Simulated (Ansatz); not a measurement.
BaTiO₃:
```
CELL_PARAMETERS angstrom
      3.97290     0.00000     0.00000
      0.00000     3.97290     0.00000
      0.00000     0.00000     4.11206
ATOMIC_POSITIONS crystal
  Ba 0.50000 0.50000 0.58499
  Ti 0.00000 0.00000 0.10305
  O  0.00000 0.50000 0.06294
  O  0.50000 0.00000 0.06294
  O  0.00000 0.00000 0.54607
```

Relaxed with r²SCAN.

Question: Decompose the optical modes at the zone centre into irreducible representations, and say which are infrared and Raman allowed.

Answer: Point group 4mm: Γ_opt = 3A1 + B1 + 4E. Infrared: A1, E. Raman: A1, B1, E.

Question: Assign frequencies (DFPT, r²SCAN in the plane-wave PAW code Ansatz; without the LO–TO term).

Answer: E 128i, A1 167, E 176, B1 294, E 304, A1 357, E 472, A1 551 cm⁻¹.

Subscripts of B labels follow the axes of the standard setting.

Space group P4mm. The r²SCAN relaxation kept the symmetry of its start. At this level the phase is dynamically unstable (imaginary phonons). No spin polarisation was allowed. Scalar-relativistic: spin–orbit coupling is off unless named, which matters more the heavier the elements.

Potentials: the earlier of the program's two PAW sets.
